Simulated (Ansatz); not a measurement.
### Question
Name crystals whose computed values (DFT-PBEsol in the program Ansatz with PAW potentials) fall in these windows: gap (eV) 0.99 to 1.3; electron conductivity mass (mₑ) 0.35 to 0.41.

### Answer


```tsv
crystal	gap (eV)	electron conductivity mass (mₑ)
WO3, Pnma (W on 4c, O on 4c, O on 4c, O on 4c)	1.12	0.38
LaN, zinc blende	1.07	0.39
```
Others may fit too.

Built on a structure type that need not be the filed one of that space group: WO3, Pnma (W on 4c, O on 4c, O on 4c, O on 4c). Typed or built starts, not in the databases checked: LaN, zinc blende. Standing as an ambient phase not checked: WO3, Pnma (W on 4c, O on 4c, O on 4c, O on 4c). Began spin-polarised and lost the moments: WO3, Pnma (W on 4c, O on 4c, O on 4c, O on 4c). Weakly bound layers, chains or molecules computed without a dispersion correction, so cells and soft constants are ill determined: WO3, Pnma (W on 4c, O on 4c, O on 4c, O on 4c). All cells were relaxed under the symmetry of their starts (and spin orders); stability against distortions was not tested throughout. Scalar-relativistic: spin–orbit coupling is off unless named, which matters more the heavier the elements.

Potentials: the earlier of the program's two PAW sets. The files were generated under PBE; for other functionals the program regenerates the frozen cores, and for LDA and PBEsol the local potential too.
